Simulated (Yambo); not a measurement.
```
MgO
1.0
    0.00000     2.07482     2.07482
    2.07482     0.00000     2.07482
    2.07482     2.07482     0.00000
O Mg
1 1
Direct
  0.50000   0.50000   0.50000
  0.00000   0.00000   0.00000
```

MgO (rock salt, space group Fm-3m, No. 225) under isotropic strain of -1.5 % on all lattice vectors: mean Im ε in 1 eV windows above the direct gap of 7.77 eV, for different electron-hole kernels (Yambo, broadening 0.15 eV, PBEsol (Quantum ESPRESSO, PseudoDojo norm-conserving, 84 Ry, scalar-relativistic) bands; 10×10×10 mesh, 3 valence and 1 conduction bands, static screening with 13 bands and a 4 Ry block, scissor 2.66 eV, Tamm-Dancoff; field along x).

```json
[
 {"window (eV)": "7.8 to 8.8", "independent quasiparticles": "0.6", "BSE": "2.4"},
 {"window (eV)": "8.8 to 9.8", "independent quasiparticles": "0.9", "BSE": "2.7"},
 {"window (eV)": "9.8 to 10.8", "independent quasiparticles": "1.4", "BSE": "3.9"},
 {"window (eV)": "10.8 to 11.8", "independent quasiparticles": "2.7", "BSE": "1.8"},
 {"window (eV)": "11.8 to 12.8", "independent quasiparticles": "3.3", "BSE": "2.8"},
 {"window (eV)": "12.8 to 13.8", "independent quasiparticles": "3.9", "BSE": "1.1"}
]
```

This run doesn't resolve bound excitons or single peaks, so only averages are given, and they too depend on the mesh; weight that the attraction moves below the gap isn't listed. All transitions below 14.08 eV are in the band window. The scissor comes from a G0W0 run whose convergence isn't established.

Geometry strained from the cell relaxed with PBEsol, atoms relaxed again.
